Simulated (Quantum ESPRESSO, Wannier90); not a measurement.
## Wannier functions of Cs2O (R-3m)

```
begin unit_cell_cart
ang
   -2.0989649950    3.6355140146    0.0000000000
   -4.1979299899    0.0000000000    0.0000000000
   -2.0989649950    1.2118380049    6.6979970000
end unit_cell_cart
begin atoms_frac
Cs  -0.2578800000 -0.2578800000 -0.2263600000
Cs   0.2578800000  0.2578800000  0.2263600000
O    0.0000000000  0.0000000000  0.0000000000
end atoms_frac
```

Cell from Materials Project (mp-7988), symmetrised, no further relaxation. COD (Crystallography Open Database) has an entry of this formula and space group (matched by these alone). Level: PBEsol, no spin polarisation, no spin-orbit coupling; pw.x of Quantum ESPRESSO at 68 Ry with PseudoDojo potentials, 8×8×8 k-points, Wannier90. Density: 8×8×8 mesh, Gaussian smearing 0.01 Ry. Spin-orbit coupling is left out although heavy elements are present.

Bands 1-2 form an isolated set from -21.54 to -21.20 eV relative to the valence-band maximum (on the path) and are turned into 2 Wannier functions by minimising the spread from the start: atomic waves Cs 5s.

Centres (Cartesian, Å; one of the equivalent choices) and spreads:

```tsv
n	x	y	z	spread (Å²)	nearest atom
1	2.099	-1.212	-1.537	0.982	Cs1
2	-2.099	1.212	1.537	0.982	Cs2
```

Ω_I = 1.96 Å², Ω_total = 1.96 Å²; the interpolated bands follow pw.x to 0.0 meV rms on the path. Only this start was tried; a symmetric start can stop on a saddle, and mixtures of these functions could lower the total by at most Ω_total − Ω_I.
